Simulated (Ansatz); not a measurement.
**Zone-centre phonons of MnS at 25 GPa: input and output**

Method: DFT LDA, scalar-relativistic, plane waves, PAW in Ansatz.

Launched with:
```bash
ansatz run input.yaml --threads 1 --pin off --max-ram 3072MiB --backend cpu --events-out ev --progress --plain --runs-dir out
```

Input (bare energies are in eV):
```yaml
crystal:
  lattice:
    - [0.0, 2.3405416383, 2.3405416383]
    - [2.3405416383, 0.0, 2.3405416383]
    - [2.3405416383, 2.3405416383, 0.0]
  atoms:
    - { symbol: Mn, position: [0.0, 0.0, 0.0] }
    - { symbol: S, position: [0.75, 0.75, 0.75] }
basis:
  ecutwfc: 420
kpoints:
  mp_grid: { grid: [16, 16, 16] }
hamiltonian:
  xc: lda
scf:
  occupations: { method: gaussian, width: 0.2 }
output:
  eigenvalues: true
phonons:
  method: dfpt
  eigenvectors: true
```

Results section of the output:
```
--- Phonons (Γ-DFPT): 2 representative perturbations + reference, on 349 of 4096 k-points (Σ response iterations 6) ---
  k mesh reduced under 8 symmetry operations, with k and −k counted as one. Each operation leaves every solved displacement unchanged or reverses it
  ASR residual: 6.709e-5 → 0.000e0 eV/Å²; symmetrization residual: 3.500e-6 eV/Å²
  ASR residual per site (eV/Å²): 4.23e-5 6.71e-5
  Γ frequencies (cm⁻¹): 0.00 0.00 0.00 546.64 546.64 546.64
  non-analytic LO–TO correction: not included (Born effective charges unavailable; polar crystals: no LO–TO splitting at Γ)
```

It took 46 s on 1 thread of Arm Neoverse V1 (shared host), peak memory 0.69 GiB.

In a metal, frequencies and elastic constants depend on the k mesh and the smearing, soft modes and shear constants most. Spin polarisation was left out, and a magnetic state may lie lower. Other phases may be more stable at this pressure.

This zinc-blende form isn't the usual stable structure of the compound at low pressure.